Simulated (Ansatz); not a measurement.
AlN:
```yaml
crystal:
  lattice:
    - [0.00000, 2.17113, 2.17113]
    - [2.17113, 0.00000, 2.17113]
    - [2.17113, 2.17113, 0.00000]
  atoms:
    - { symbol: Al, position: [0.00000, 0.00000, 0.00000] }
    - { symbol: N, position: [0.25000, 0.25000, 0.25000] }
```

x, y and z are the axes in which the lattice vectors are written.

Task: Give the proper piezoelectric stress tensor with relaxed ions from LDA (plane waves, PAW; program Ansatz).

Result: In C/m², rows x, y, z, Voigt columns; mesh uncertainty up to 0.00.
```
0.00  0.00  0.00  0.62  0.00  0.00
0.00  0.00  0.00  0.00  0.62  0.00
0.00  0.00  0.00  0.00  0.00  0.62
```

The elastic tensor of the same run (GPa):

```
299  165  165  0.0  0.0  0.0
165  299  165  0.0  0.0  0.0
165  165  299  0.0  0.0  0.0
0.0  0.0  0.0  187  0.0  0.0
0.0  0.0  0.0  0.0  187  0.0
0.0  0.0  0.0  0.0  0.0  187
```

Task: Convert to strain constants d = e·S.

Result: In pC/N:
```
0.0  0.0  0.0  3.3  0.0  0.0
0.0  0.0  0.0  0.0  3.3  0.0
0.0  0.0  0.0  0.0  0.0  3.3
```

Space group F-43m (zinc blende). The LDA relaxation kept the symmetry of its start; phonons on a q-mesh show no instability.

Potentials: the later of the program's two PAW sets.
